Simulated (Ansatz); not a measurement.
PbS (rock salt)

```
PbS
1.0
    0.00000     3.00445     3.00445
    3.00445     0.00000     3.00445
    3.00445     3.00445     0.00000
S Pb
1 1
Direct
  0.00000   0.00000   0.00000
  0.50000   0.50000   0.50000
```

The slice is a {100} plane (indices of the conventional cell) through the point (0.500, 0.500, 0.500) (fractional), spanned by u = [100] and v = [0 1 -1] in vectors of this cell: u (4.25 Å) and v (4.25 Å, at 90° to u). It covers one period; positions are fractions (u, v).

Level of theory: PBE (plane waves to 420 eV, PAW, scalar-relativistic; Ansatz, a program for electronic structure). k mesh 10×10×10. These are valence fields of a PAW run, semicore shells included where kept as valence: close to a nucleus they are smooth pseudo fields. PbS was relaxed with its symmetry unable to fall. Spin-orbit coupling is left out, though Pb is heavy.

**Question.** Around which element is the density of the highest valence band (whole band, smooth part) largest on this plane?

**Answer.** S. Mean over a disc round each atom, of radius 0.45 times the shortest bond: S 0.134, Pb 0.044 e/Å³.

**Question.** Predict the map of the density of the highest valence band (whole band, smooth part) on the slice.

**Answer.** 
```
|....::::::....                      ....::::::..|
|::::::::::....                      ....::::::::|
|::::::::....                          ....::::::|
|::::::......          ......          ......::::|
|..........      ........::........      ........|
|......        ....::----------::....        ....|
|            ....::--==++++++==--::....          |
|          ....::==++##%%%%%%##++==::....        |
|          ..::--++##@@@@@@@@@@##++--::..        |
|          ..--==##@@@@%%##%%@@@@##==--..        |
|        ....--++%%@@%%==::==%%@@%%++--....      |
|        ..::--++%%@@##::  ::##@@%%++--::..      |
|        ....--++%%@@%%==::==%%@@%%++--....      |
|          ..--==##@@@@%%##%%@@@@##==--..        |
|          ..::--++##@@@@@@@@@@##++--::..        |
|          ....::==++##%%%%%%##++==::....        |
|            ....::--==++++++==--::....          |
|......        ....::----------::....        ....|
|..........      ........::........      ........|
|::::::......          ......          ......::::|
|::::::::....                          ....::::::|
|::::::::::....                      ....::::::::|
|....::::::....                      ....::::::..|
|  ..::::::....                      ....::::::..|
```
Scale: ten equal steps from 0.005 (start of ' ') to 0.258 (end of '@'), in the order ' .:-=+*#%@'. Values: density of the highest valence band (whole band, smooth part) in e/Å³. The map has 24 points along u (two characters each, u = 0 at the left) and 24 along v (v = 0 in the bottom row).
